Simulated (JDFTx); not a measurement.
| Quantity | Result |
|---|---|
| surface | Tl(1 0 -1 0) |
| bulk | Tl, P6_3/mmc, lattice of mp-82 (not re-optimised) |
| slab | 6 atoms in 6 planes, 1x1, 7.1 Å between the outermost planes |
| in-plane cell | 3.497 × 5.647 Å, 19.75 Å² |
| cell height | 23.1 Å |
| sampling | 6×4×1 k mesh, Fermi smearing 0.01 Ha, no spin polarisation |

Method: PBE, GBRV ultrasoft potentials, plane waves to 20/100 Ha, in JDFTx (a modified build). Liquid: linear PCM (GLSSA13), water, 1 M NaF. The neutral cell holds 78 valence electrons and has two faces of 19.748 Å² each. Last filling lines of the neutral and of a charged run (μ in hartree, zero in the bulk liquid):

```
FillingsUpdate:  mu: -0.122579108  nElectrons: 78.000000
FillingsUpdate:  mu: -0.141117000  nElectrons: 77.762125
```

Worked example: both potentials, by the convention U = −μ/e − 4.44 V vs SHE, the surface charge density and the mean capacitance.

U_pzc = 0.12258 × 27.2114 − 4.44 = -1.10 V; U = 0.14112 × 27.2114 − 4.44 = -0.60 V. The cell has -0.2379 excess electrons, a net charge of 0.2379 e, shared by two faces: σ = 0.2379 e / (2 × 19.748 Å²) = 0.00602 e/Å² = 9.6 μC/cm² (1 e/Å² = 1602.18 μC/cm²). C = σ/(U − U_pzc) = 9.6/0.50 ≈ 19 μF/cm².
